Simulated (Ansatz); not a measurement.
**Data sheet: HfGe₂ (DFT)**

HfGe2:
Space group P4/mmm (No. 123); a = b = 4.768 Å, c = 2.952 Å, α = β = γ = 90.00°

| atom | site | symmetry | x | y | z |
|---|---|---|---|---|---|
| Ge | 2f | mmm. | 0.0000 | 0.5000 | 0.0000 |
| Hf | 1b | 4/mmm | 0.0000 | 0.0000 | 0.5000 |

Space group P4/mmm (No. 123); conventional cell a = 4.768 Å, b = 4.768 Å, c = 2.952 Å, α = 90.00°, β = 90.00°, γ = 90.00°.

Method: DFT-PBE in the program Ansatz with PAW potentials. Structure relaxed to zero pressure with the same functional. Other levels are named where they apply.

**Cell and energy**

```json
{
  "volume_per_atom": "22.37 Å³",
  "density": "8.01 g/cm³",
  "Formation energy from the elements (no fitted shifts)": "-11 kJ/mol-atom"
}
```

**Electronic structure**

```json
{
 "electronic_character": "metallic (no gap)",
 "Density of states at the Fermi level": "0.55 states/eV per atom (mean over ±0.08 eV)"
}
```

**Mechanics**

```json
{
 "Bulk modulus (Birch–Murnaghan fit)": "769 kbar",
 "Pressure derivative B′": "4.2"
}
```

The cell is a constructed one: a structure type filled with these elements; neither database checked (COD, Materials Project) lists it. COD files the formula under space group No. 63, so this cell is another polymorph or a model. Whether it is the stable phase at ambient conditions was not checked. The cell keeps a stress of up to 0.3 GPa. Symmetry was held in the PBE relaxation; its stability against distortions is not shown here. The run is not spin-polarised. The references are the lowest solids computed at this level, not always the standard phases. Scalar-relativistic: spin–orbit coupling is off unless named, which matters more the heavier the elements.

Potentials: the later of the program's two PAW sets.
